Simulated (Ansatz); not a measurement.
Relaxing a structure of AlRu

The start is a relaxed AlRu cell deformed by the Cartesian strain tensor (xx, yy, zz, yz, xz, xy) = (0.010, -0.004, 0.099, 0.022, 0.003, -0.024). The cell and all atomic positions are relaxed at zero pressure with PBEsol (plane waves to 420 eV, PAW, scalar-relativistic; Ansatz, a program for electronic structure). The first steps use a coarse 11×11×10 k-mesh.

The start:
```
CELL_PARAMETERS angstrom
      3.00609    -0.07143     0.01042
     -0.07143     2.96442     0.06399
      0.01042     0.06399     3.27098
ATOMIC_POSITIONS crystal
  Al 0.00000 0.00000 0.00000
  Ru 0.50000 0.50000 0.50000
```

* **Initial pressure**: -16.2 GPa (negative: the cell is under tension)
* **Energy released**: 0.14 eV/atom
* **Volume change**: -9.5 %, from 14.56 to 13.18 Å³/atom
* **Relative to the parent**: It relaxes back to the parent, Pm-3m (No. 221)
* **Shortest distances (start → end)**: The closest pairs of elements (up to four, under 3.6 Å), start → end: Al–Ru 2.59 → 2.58 Å; Ru–Ru 2.97 → 2.98 Å; Al–Al 2.97 → 2.98 Å
* **Band gap at the end**: no gap (metallic)
* **Optimiser moves**: 8

Relaxed structure:

Space group Pm-3m (No. 221); a = b = c = 2.9763 Å, α = β = γ = 90.00°

| atom | site | symmetry | x | y | z |
|---|---|---|---|---|---|
| Al | 1a | m-3m | 0.0000 | 0.0000 | 0.0000 |
| Ru | 1b | m-3m | 0.5000 | 0.5000 | 0.5000 |

Final values are on a 16×16×16 k-mesh of the relaxed cell. No spin polarisation in the result.

The run could not lose the symmetry of its start.

All atoms sit on sites fixed by symmetry, so only the cell could relax.
